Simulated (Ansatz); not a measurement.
## ⁴⁹Ti nuclear quadrupole resonance in CaTi6H4O14

Cell: a Materials Project structure (computed, not necessarily an observed phase), atoms as given.

```cif
data_structure
_symmetry_space_group_name_H-M 'P 1'
_symmetry_Int_Tables_number 1
_cell_length_a 3.8237
_cell_length_b 8.2092
_cell_length_c 9.3967
_cell_angle_alpha 101.106
_cell_angle_beta 90.303
_cell_angle_gamma 102.236
_cell_volume 282.53
loop_
_atom_site_label
_atom_site_type_symbol
_atom_site_fract_x
_atom_site_fract_y
_atom_site_fract_z
_atom_site_occupancy
Ca1 Ca 0.50046 0.02921 0.45595 1
Ti2 Ti 0.21527 0.44249 0.21259 1
Ti3 Ti 0.76406 0.55427 0.78381 1
Ti4 Ti 0.17430 0.36266 0.53000 1
Ti5 Ti 0.81364 0.65427 0.47026 1
Ti6 Ti 0.13177 0.26239 0.82214 1
Ti7 Ti 0.84325 0.73259 0.17054 1
H8 H 0.28064 0.98820 0.89508 1
H9 H 0.96555 0.88751 0.76511 1
H10 H 0.91252 0.00623 0.04521 1
H11 H 0.00610 0.10026 0.21755 1
O12 O 0.16182 0.32644 0.03244 1
O13 O 0.81883 0.66965 0.96387 1
O14 O 0.13375 0.25716 0.32651 1
O15 O 0.85126 0.74053 0.67551 1
O16 O 0.07610 0.15768 0.59405 1
O17 O 0.91169 0.85328 0.39456 1
O18 O 0.06549 0.00709 0.85053 1
O19 O 0.90599 0.98497 0.14507 1
O20 O 0.32624 0.69362 0.18387 1
O21 O 0.65208 0.29971 0.80995 1
O22 O 0.28628 0.59761 0.45385 1
O23 O 0.69832 0.41088 0.54231 1
O24 O 0.23782 0.49341 0.74924 1
O25 O 0.74323 0.50681 0.25119 1
```

Atom numbers follow the list; atoms alike are taken as one site, whose name carries the number of the first.

Method: Kohn–Sham DFT in Ansatz, PBE, plane waves and PAW, scalar-relativistic, 420 eV cutoff, Γ-centred 9×4×4 k-points, Fermi–Dirac smearing 0.05 eV.

⁴⁹Ti: I = 7/2, Q = 247.0 mb (year-2017 value). Static lattice, zero field.

(1) Predict the zero-field ⁴⁹Ti lines of each site.

(2) And for Ti-47 (I = 5/2, Q = 302.0 mb) on Ti6?

Answers

(1) For I = 7/2 and η = 0 the lines are |C_Q|/14 times 1, 2 and 3; η shifts the lowest up most. At large η the states mix, and weaker lines appear at sums of the main ones; lines under 5 % of the strongest are left out.

```csv
site,atoms,V_zz (10²¹ V/m²),C_Q (MHz),η,line frequencies (MHz)
Ti2,2,-1.32,-7.91,0.28,"0.704, 1.09, 1.68"
Ti3,3,-1.39,-8.32,0.52,"1.01, 1.10, 1.73, 2.10"
Ti4,4,1.29,7.68,0.30,"0.705, 1.05, 1.63"
Ti5,5,1.63,9.71,0.93,"1.29, 1.77, 1.89"
Ti6,6,5.54,33.1,0.39,"3.42, 4.45, 6.97, 7.87"
Ti7,7,5.13,30.6,0.09,"2.25, 4.36, 6.56"
```

(2) C_Q scales with Q to 40.4 MHz, with lines at 7.02, 11.8 MHz.

At Ti2 V_zz points along its shortest bond, to O (within 12°).

The largest force is 0.4 eV/Å, so the atoms aren't at the calculated equilibrium and relaxing them would move these values. With no gap above 0.1 eV, as in a metal, the gradients converge slowly in k; expect changes of a tenth or more on a denser mesh. Semilocal functionals can leave a metal where correlation in the d or f shell opens a gap in the real compound, and that would change the values at and beside Ti.
